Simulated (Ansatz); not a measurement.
LiTaO$_{3}$:
```cif
data_Li6O18Ta6
_chemical_formula_sum 'Li6 Ta6 O18'
_space_group_name_H-M_alt 'R3c :H'
_space_group_IT_number 161
_space_group_name_Hall 'R 3 -2"c'
_cell_length_a 5.13988
_cell_length_b 5.13988
_cell_length_c 13.77113
_cell_angle_alpha 90.000
_cell_angle_beta 90.000
_cell_angle_gamma 120.000
loop_
_atom_site_label
_atom_site_type_symbol
_atom_site_symmetry_multiplicity
_atom_site_Wyckoff_symbol
_atom_site_fract_x
_atom_site_fract_y
_atom_site_fract_z
_atom_site_occupancy
Li1 Li 6 a 0.00000 0.00000 0.20523 1
Ta1 Ta 6 a 0.00000 0.00000 0.48836 1
O1 O 18 b 0.01058 0.38159 0.25204 1
```
(The calculation used a cell of 10 atoms; values per cell refer to that cell.)

Relaxed with PBEsol in the plane-wave PAW code Ansatz. Indices refer to the conventional cell of R3c, a = 5.140 Å, b = 5.140 Å, c = 13.771 Å, α = 90.00°, β = 90.00°, γ = 120.00°.

Problem. Simulate the powder diffraction pattern (Fe Kα, λ = 1.93735 Å; lines above 1 %) up to 2θ = 90°.

Solution. Simulated powder pattern, Fe Kα, λ = 1.93735 Å (kinematic, ideal powder, no thermal factors, no anomalous dispersion; the 30 strongest lines at most, above 1 %, up to 2θ = 90°):

```json
[
 {"2θ (°)": "30.04", "d (Å)": "3.738", "I/Imax (%)": "100", "hkl": "(0 1 -1 2)"},
 {"2θ (°)": "41.67", "d (Å)": "2.723", "I/Imax (%)": "41", "hkl": "(1 0 -1 4)"},
 {"2θ (°)": "44.29", "d (Å)": "2.570", "I/Imax (%)": "29", "hkl": "(1 1 -2 0)"},
 {"2θ (°)": "49.93", "d (Å)": "2.295", "I/Imax (%)": "5.1", "hkl": "(0006)"},
 {"2θ (°)": "51.19", "d (Å)": "2.242", "I/Imax (%)": "2.1", "hkl": "(1 1 -2 3)"},
 {"2θ (°)": "54.44", "d (Å)": "2.118", "I/Imax (%)": "16", "hkl": "(2 0 -2 2)"},
 {"2θ (°)": "62.43", "d (Å)": "1.869", "I/Imax (%)": "17", "hkl": "(0 2 -2 4)"},
 {"2θ (°)": "68.92", "d (Å)": "1.712", "I/Imax (%)": "25", "hkl": "(1 1 -2 6)"},
 {"2θ (°)": "72.70", "d (Å)": "1.634", "I/Imax (%)": "18", "hkl": "(1 2 -3 2)"},
 {"2θ (°)": "74.22", "d (Å)": "1.606", "I/Imax (%)": "8.5", "hkl": "(0 1 -1 8)"},
 {"2θ (°)": "79.71", "d (Å)": "1.512", "I/Imax (%)": "16", "hkl": "(2 1 -3 4)"},
 {"2θ (°)": "81.51", "d (Å)": "1.484", "I/Imax (%)": "10", "hkl": "(3 0 -3 0)"}
]
```

Symmetry was held in the PBEsol relaxation. No spin polarisation was allowed. Scalar-relativistic: spin–orbit coupling is off unless named, which matters more the heavier the elements.

Potentials: the later of the program's two PAW sets.
